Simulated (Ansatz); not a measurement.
Zn2SeS:
```yaml
crystal:
  lattice:
    - [1.91992, 1.10847, 6.27798]
    - [-1.91992, 1.10847, 6.27798]
    - [0.00000, -2.21693, 6.27798]
  atoms:
    - { symbol: Zn, position: [0.00391, 0.00391, 0.00391] }
    - { symbol: Zn, position: [0.49626, 0.49626, 0.49626] }
    - { symbol: Se, position: [0.62432, 0.62432, 0.62432] }
    - { symbol: S, position: [0.12549, 0.12549, 0.12549] }
```

Cartesian axes are those of the cell as given.

**Question.** Give the high-frequency dielectric tensor and the Born effective charge tensors of the independent atoms from DFPT, the program Ansatz at the LDA level (PAW).

**Answer.** 
ε∞:
```
6.84  0.00  0.00
0.00  6.84  0.00
0.00  0.00  6.81
```
Z* of atom 1 (Zn), rows: field, columns: displacement, in e:
```
1.92  0.00  0.00
0.00  1.92  0.00
0.00  0.00  1.86
```
Z* of atom 2 (Zn), rows: field, columns: displacement, in e:
```
1.96  0.00  0.00
0.00  1.96  0.00
0.00  0.00  2.03
```
Z* of atom 3 (Se), rows: field, columns: displacement, in e:
```
-1.84   0.00   0.00
 0.00  -1.84   0.00
 0.00   0.00  -1.83
```
Z* of atom 4 (S), rows: field, columns: displacement, in e:
```
-2.04   0.00   0.00
 0.00  -2.04   0.00
 0.00   0.00  -2.06
```

Space group R3m. The workflow started from a Materials Project entry (that database holds measured and hypothetical structures alike); the Crystallography Open Database copy checked does not list it. Its standing as an ambient phase is unchecked. The LDA relaxation kept the symmetry of its start; whether a distortion lowers the energy is not shown. Spin–orbit coupling is left out wherever it is not named.

Potentials: the later of the program's two PAW sets.
